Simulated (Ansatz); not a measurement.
**Na₃ScF₆: ²³Na NMR of the central transition**

Cell: a computed structure from the Materials Project (it need not be an observed phase).

Space group P2_1/c (No. 14); a = 5.5181, b = 5.7812, c = 9.6395 Å, β = 123.76°.

```csv
site,Wyckoff,site symmetry,x,y,z
Na1,4e,1,0.2786,0.4397,0.2591
Na5,2d,-1,0.5000,0.5000,0.0000
Sc,2a,-1,0.0000,0.5000,0.5000
F9,4e,1,0.2522,0.7881,0.5802
F13,4e,1,0.6444,0.6795,0.4445
F17,4e,1,0.8960,0.9310,0.7666
```

One atom of each set is listed.

Computed with Ansatz: DFT, PBE, plane waves and PAW, scalar-relativistic, 420 eV cutoff, Γ-centred 5×4×3 k-points, Fermi–Dirac smearing 0.02 eV.

²³Na has I = 3/2 and Q = 104.0 mb (Pyykkö 2018); at 14.1 T its Larmor frequency is ν₀ = 158.9 MHz. Only the quadrupole interaction is simulated: positions count from each site's isotropic chemical shift, and J coupling is left out, as are shift anisotropy and dipolar coupling, which fast spinning averages.

Question: What does the ²³Na spectrum (fast magic-angle spinning) show for each site?

Answer: 

```tsv
site	first shell	C_Q (MHz)	η	P_Q (MHz)	δ_QIS (ppm)	breadth (kHz)
Na1	7 F at 2.28–2.73 Å; also 1 F at 3.07 Å	-2.13	0.65	2.28	-5.14	1.88
Na5	6 F at 2.20–2.30 Å	-1.66	0.68	1.78	-3.15	1.15
```

δ_QIS = −(ν_Q²/30ν₀²)[I(I+1) − 3/4](1 + η²/3) × 10⁶ ppm with ν_Q = 3|C_Q|/[2I(2I−1)]; it falls as 1/B₀² in ppm, and the breadth as 1/B₀ in kHz.
